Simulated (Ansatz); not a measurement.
Zr$_{2}$S:
```cif
data_S12Zr24
_chemical_formula_sum 'Zr24 S12'
_space_group_name_H-M_alt 'P 1'
_space_group_IT_number 1
_cell_length_a 12.36676
_cell_length_b 15.34962
_cell_length_c 3.54060
_cell_angle_alpha 90.000
_cell_angle_beta 90.000
_cell_angle_gamma 90.000
loop_
_space_group_symop_operation_xyz
  'x, y, z'
loop_
_atom_site_label
_atom_site_type_symbol
_atom_site_fract_x
_atom_site_fract_y
_atom_site_fract_z
_atom_site_occupancy
Zr1 Zr 0.65605 0.47517 0.50000 1
Zr2 Zr 0.34395 0.52483 0.50000 1
Zr3 Zr 0.15605 0.02483 0.00000 1
Zr4 Zr 0.84395 0.97517 0.00000 1
Zr5 Zr 0.57497 0.25098 0.50000 1
Zr6 Zr 0.42503 0.74902 0.50000 1
Zr7 Zr 0.07497 0.24902 0.00000 1
Zr8 Zr 0.92503 0.75098 0.00000 1
Zr9 Zr 0.08593 0.41837 0.50000 1
Zr10 Zr 0.91407 0.58163 0.50000 1
Zr11 Zr 0.58593 0.08163 0.00000 1
Zr12 Zr 0.41407 0.91837 0.00000 1
Zr13 Zr 0.96623 0.10970 0.50000 1
Zr14 Zr 0.03377 0.89030 0.50000 1
Zr15 Zr 0.46623 0.39030 0.00000 1
Zr16 Zr 0.53377 0.60970 0.00000 1
Zr17 Zr 0.29771 0.29562 0.50000 1
Zr18 Zr 0.70229 0.70438 0.50000 1
Zr19 Zr 0.79771 0.20438 0.00000 1
Zr20 Zr 0.20229 0.79562 0.00000 1
Zr21 Zr 0.37407 0.08086 0.50000 1
Zr22 Zr 0.62593 0.91914 0.50000 1
Zr23 Zr 0.87407 0.41914 0.00000 1
Zr24 Zr 0.12593 0.58086 0.00000 1
S1 S 0.92244 0.29078 0.50000 1
S2 S 0.07756 0.70922 0.50000 1
S3 S 0.42244 0.20922 0.00000 1
S4 S 0.57756 0.79078 0.00000 1
S5 S 0.74665 0.07918 0.50000 1
S6 S 0.25335 0.92082 0.50000 1
S7 S 0.24665 0.42082 0.00000 1
S8 S 0.75335 0.57918 0.00000 1
S9 S 0.18037 0.15169 0.50000 1
S10 S 0.81963 0.84831 0.50000 1
S11 S 0.68037 0.34831 0.00000 1
S12 S 0.31963 0.65169 0.00000 1
```

Relaxed with r²SCAN.

Problem. Which orbitals make up the states near the Fermi level in DFT-r²SCAN in the program Ansatz with PAW potentials?

Solution. Within 0.5 eV of the Fermi level: Zr 4d 86 %, outside the projected shells 5 %. Projections are on Löwdin-orthogonalised atomic valence shells; empty p or d shells of many metals are not among them.

Problem. Tabulate the density of states.

Solution. States/eV per cell of 36 atoms, in 0.25 eV bins, energy from the Fermi level.

```csv
E (eV),total,Zr 4d,S 3p,Zr 5s
-7.85,0.00,0.00,0.00,0.00
-7.60,0.00,0.00,0.00,0.00
-7.35,9.39,1.84,5.73,1.46
-7.10,16.35,3.21,10.07,2.41
-6.85,25.98,5.11,16.31,3.51
-6.60,28.51,5.80,18.58,3.04
-6.35,26.54,5.68,17.82,2.10
-6.10,29.63,6.57,20.50,1.55
-5.85,31.36,7.09,22.31,0.99
-5.60,32.48,6.96,23.70,0.82
-5.35,32.91,7.04,24.39,0.56
-5.10,27.64,5.81,20.66,0.43
-4.85,15.17,3.02,11.53,0.24
-4.60,6.11,1.25,4.65,0.07
-4.35,4.45,0.87,3.47,0.03
-4.10,1.49,0.26,1.20,0.00
-3.85,0.00,0.00,0.00,0.00
-3.60,0.00,0.00,0.00,0.00
-3.35,0.19,0.08,0.01,0.08
-3.10,1.87,0.88,0.13,0.72
-2.85,2.69,1.34,0.21,0.98
-2.60,5.70,3.34,0.34,1.68
-2.35,14.76,9.28,0.86,3.86
-2.10,20.97,16.17,0.88,3.07
-1.85,28.39,23.76,0.95,2.45
-1.60,35.19,29.55,1.15,2.80
-1.35,39.41,32.54,1.69,2.86
-1.10,31.96,26.89,0.92,2.04
-0.85,26.70,22.51,0.82,1.71
-0.60,30.16,25.41,1.00,1.69
-0.35,28.30,24.20,0.92,1.28
-0.10,23.24,20.32,0.71,0.85
0.15,18.32,15.83,0.61,0.77
0.40,16.85,14.66,0.70,0.54
0.65,16.01,13.71,0.74,0.59
0.90,19.98,16.75,1.04,0.83
1.15,23.27,19.26,1.16,1.11
1.40,26.59,22.20,1.39,1.01
1.65,26.38,21.99,1.28,0.95
1.90,29.79,24.87,1.39,1.04
2.15,32.84,27.14,1.49,1.29
```

Space group Pnnm. The workflow started from a Materials Project entry (that database holds measured and hypothetical structures alike); the Crystallography Open Database copy checked does not list it. Whether it is the stable phase at ambient conditions was not checked. The cell was relaxed with r²SCAN under the symmetry of its start; its stability against distortions is not shown here. The run is not spin-polarised. Spin–orbit coupling is left out wherever it is not named.

Potentials: the later of the program's two PAW sets.
